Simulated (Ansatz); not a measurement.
LiH (rock salt)

```
LiH
1.0
    0.00000     4.00543     4.00543
    2.00271     0.00000     2.00271
    2.00271     2.00271     0.00000
H Li
2 2
Direct
  0.00000   0.00000   0.00000
  0.50000   0.00000   0.00000
  0.25000   0.50000   0.50000
  0.75000   0.50000   0.50000
```

A phonon eigenvector at L = (0.5, 0.0, 0.0) is frozen into this cell: atom i moves by Q times the vector below, so Q is the largest atomic displacement, in Å. The cell is held. It is one choice among 2 degenerate patterns. (q is in reciprocal vectors of the primitive cell; the cell shown is doubled to hold the pattern.)

```tsv
atom	x	y	z
Li3	-0.285	0.520	-0.805
Li4	0.285	-0.520	0.805
```

Atoms not listed stay in place.

These are r2SCAN (plane waves to 500 eV, PAW, scalar-relativistic; Ansatz, a first-principles code) values and carry that method's errors. k mesh 7×14×14 (Γ-centred), Fermi-Dirac smearing 0.05 eV. The energy includes the smearing's −TS. Compression counts positive. LiH was relaxed with its symmetry unable to fall. ΔE is measured from the undisplaced structure.

Task: Predict the ΔE (meV/cell) and P (GPa) at Q (Å) = -0.083, -0.050, 0.017, 0.033, 0.067.

Result: 
```json
[
 {"Q (Å)": "-0.083", "ΔE (meV/cell)": "13.5", "P (GPa)": "0.13"},
 {"Q (Å)": "-0.050", "ΔE (meV/cell)": "4.9", "P (GPa)": "0.05"},
 {"Q (Å)": "0.017", "ΔE (meV/cell)": "0.5", "P (GPa)": "0.00"},
 {"Q (Å)": "0.033", "ΔE (meV/cell)": "2.2", "P (GPa)": "0.02"},
 {"Q (Å)": "0.067", "ΔE (meV/cell)": "8.6", "P (GPa)": "0.09"}
]
```

(For displaced atoms, the force is minus the slope of the energy, and its curvature is a force constant, which sets phonon frequencies.)
